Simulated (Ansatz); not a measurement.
A relaxation computed with Ansatz, from input to last step.

```yaml
crystal:
  lattice:
    - [2.99, 0.0, 0.0]
    - [0.0, 2.99, 0.0]
    - [0.0, 0.0, 2.99]
  atoms:
    - { symbol: V, position: [0.5, 0.5, 0.5], spin: 0.19 }
    - { symbol: Ru, position: [0.0, 0.0, 0.0] }
basis:
  ecutwfc: 420
kpoints:
  mp_grid: { grid: [14, 14, 14] }
hamiltonian:
  xc: pbesol
scf:
  occupations: { method: gaussian, width: 0.1 }
output:
  forces: true
  stress: true
  eigenvalues: true
  populations: true
  write_density: true
  write_potential: true
  elf: true
  volumetric_format: npy
magnetization:
  spin_polarized: true
relax:
  adjacent_minimum: "off"
  f_tol: 0.005
  max_steps: 80
  cell: { stress_tol: 0.05 }
```

```bash
ansatz run input.yaml --threads 1 --pin off --max-ram 2560MiB --backend cpu --events-out ev --progress --plain --runs-dir out
```

Method: DFT PBEsol, scalar-relativistic, plane waves, PAW (Ansatz 0.2.0).

Of 5 frames 4 are shown, positions in Å and forces in eV/Å; the SCF threshold varies from step to step. Steps run on the plane waves of an earlier cell, with a Pulay correction in the pressure. The basis is chosen afresh for the last frame, the zero of the energies, and at times for earlier ones too; energy and pressure can step there, also at an unchanged geometry. Where two frames share a geometry here, they differ by under 2 meV/atom and 0.3 GPa.

```xyz
2
Lattice="2.9900 0.0000 0.0000 0.0000 2.9900 0.0000 0.0000 0.0000 2.9900" Properties=species:S:1:pos:R:3:forces:R:3 pbc="T T T" step=1 free_energy_over_end_meV_per_atom=3.83 pressure_GPa=-4.79
V     1.4950    1.4950    1.4950    0.0000    0.0000    0.0000
Ru    0.0000    0.0000    0.0000    0.0000    0.0000    0.0000
2
Lattice="2.9619 0.0000 0.0000 0.0000 2.9619 0.0000 0.0000 0.0000 2.9619" Properties=species:S:1:pos:R:3:forces:R:3 pbc="T T T" step=2 free_energy_over_end_meV_per_atom=0.82 pressure_GPa=2.55
V     1.4810    1.4810    1.4810    0.0000    0.0000    0.0000
Ru    0.0000    0.0000    0.0000    0.0000    0.0000    0.0000
2
Lattice="2.9716 0.0000 0.0000 0.0000 2.9716 0.0000 0.0000 0.0000 2.9716" Properties=species:S:1:pos:R:3:forces:R:3 pbc="T T T" step=3 free_energy_over_end_meV_per_atom=-0.09 pressure_GPa=-0.10
V     1.4858    1.4858    1.4858    0.0000    0.0000    0.0000
Ru    0.0000    0.0000    0.0000    0.0000    0.0000    0.0000
2
Lattice="2.9712 0.0000 0.0000 0.0000 2.9712 0.0000 0.0000 0.0000 2.9712" Properties=species:S:1:pos:R:3:forces:R:3 pbc="T T T" step=5 free_energy_over_end_meV_per_atom=0.00 pressure_GPa=0.00
V     1.4856    1.4856    1.4856    0.0000    0.0000    0.0000
Ru    0.0000    0.0000    0.0000    0.0000    0.0000    0.0000
```

The run took 45 s on 1 thread of Arm Neoverse V2, with other jobs on the host, peak memory 0.4 GiB.